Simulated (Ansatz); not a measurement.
WO3, first-principles data

WO3:
```xyz
16
Lattice="3.8213 0.0000 0.0000 0.0000 7.6249 0.0000 0.0000 0.0000 7.4531" Properties=species:S:1:pos:R:3 pbc="T T T"
W      3.6456     5.5048     5.5902
W      0.1757     2.1201     1.8628
W      0.1757     1.6923     5.5894
W      3.6456     5.9326     1.8637
O      3.8071     0.0802     1.8662
O      0.0143     7.5447     5.5868
O      0.0143     3.8927     1.8603
O      3.8071     3.7322     5.5928
O      0.0062     1.9091     3.7266
O      3.8151     5.7158     3.7265
O      3.8151     5.7216     7.4530
O      0.0062     1.9033     0.0000
O      1.9514     1.9911     1.8632
O      1.8699     5.6338     5.5898
O      1.8699     5.8036     1.8633
O      1.9514     1.8213     5.5898
```

Space group Pbcm (No. 57); conventional cell a = 3.8213 Å, b = 7.6249 Å, c = 7.4531 Å, α = 90.00°, β = 90.00°, γ = 90.00°.

Method: plane-wave PAW LDA (Ansatz code). Structure relaxed to zero pressure with the same functional. Other levels are named where they apply.

Cell and energy:

- Volume per atom: 13.57 Å³
- Density: 7.09 g/cm³
- Formation energy from the elements (no fitted shifts): -2243 meV/atom

Electronic structure:

Band gap: 1.23 eV (smallest direct gap 1.24 eV)
Valence-band maximum: at Y2 (k = 0.500, 0.000, 0.000 in fractions of the reciprocal vectors)
Conduction-band minimum: at Γ

Mechanics:

Mechanical stability: stable (all eigenvalues of C positive)
Hill bulk and shear moduli: 46.3 and 53.4 GPa
Young's modulus: 116 GPa
Poisson's ratio: 0.08
Debye temperature from the elastic constants: 374 K

Phonons:

Highest zone-centre frequency (without LO–TO term): 1056 cm⁻¹
Zone-centre stability: unstable, softest mode 45i cm⁻¹

The first step of the workflow began from a Materials Project structure, measured or hypothetical; the Crystallography Open Database copy checked does not list it. COD files the formula under space group No. 2, 14, 62, 129, 130, 191. Its standing as an ambient phase is unchecked. The cell was relaxed with LDA under the symmetry of its start; phonons show weakly imaginary modes. The run is not spin-polarised. No Hubbard U is applied. Point labels and valley counts follow the cell and symmetry of the run, lower than the named group. On the denser mesh and wider smearing of the elastic run this cell carries a stress of 1.2 GPa. The references are the lowest solids computed at this level, not always the standard phases (solids in place of the gases). Scalar-relativistic: spin–orbit coupling is off unless named, which matters more the heavier the elements.

Potentials: the later of the program's two PAW sets.
